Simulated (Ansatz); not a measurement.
Consider the following.

SiC:
```
CELL_PARAMETERS angstrom
      3.07588     0.00000     0.00000
     -1.53794     2.66379     0.00000
      0.00000     0.00000     5.04757
ATOMIC_POSITIONS crystal
  Si 0.66667 0.33333 0.00051
  Si 0.33333 0.66667 0.50051
  C  0.66667 0.33333 0.62469
  C  0.33333 0.66667 0.12469
```

This is the PBEsol-relaxed structure. x, y and z are the axes in which the lattice vectors are written.

All from plane-wave PAW PBEsol (Ansatz code), unless another level is named. Predict the bulk modulus (Birch–Murnaghan fit).

222 GPa.

Next, the piezoelectric stress constants (proper, relaxed ions, C/m²)?

e15 = e24 = 0.08, e31 = e32 = 0.22, e33 = -0.48.

Space group P6_3mc (wurtzite). The PBEsol relaxation kept the symmetry of its start.

Potentials: the later of the program's two PAW sets.
